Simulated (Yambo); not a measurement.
G0W0@PBEsol for Rb2LiRhF6 (space group Fm-3m, No. 225) in Yambo. Reference settings: 2×2×2 Γ-centred k mesh, bands 6 to 225 and a 7 Ry block in the screening, 225 bands in G with the Bruneval-Gonze terminator, plasmon pole fitted at 27.2 eV. The PBEsol gap X → X on this mesh is 1.62 eV; G0W0 gaps are taken between the same points.

With and without the terminator, as bands are cut:

| bands in G (in W) | gap, terminator (eV) | gap, none (eV) | valence shift, terminator (eV) | valence shift, none (eV) |
|---|---|---|---|---|
| 95 (225) | 5.167 | 5.237 | -1.407 | -0.753 |
| 150 (225) | 5.137 | 5.162 | -1.407 | -0.993 |
| 225 (225) | 5.133 | 5.161 | -1.418 | -1.179 |

Over this range the gap spans 0.034 eV with the terminator and 0.076 eV without, the valence shift 0.011 eV and 0.426 eV. Neither column has reached its limit for certain.

Spin-orbit coupling is not included.

Geometry of the Materials Project entry, not relaxed at this level; primitive cell a = 5.9344 Å, b = 5.9344 Å, c = 5.9344 Å, α = 60.00°, β = 60.00°, γ = 60.00°.

The structure is a Materials Project entry; no match was found in the copy of COD used, and its stability was not checked.

A shift is the quasiparticle energy of the state minus its PBEsol energy.
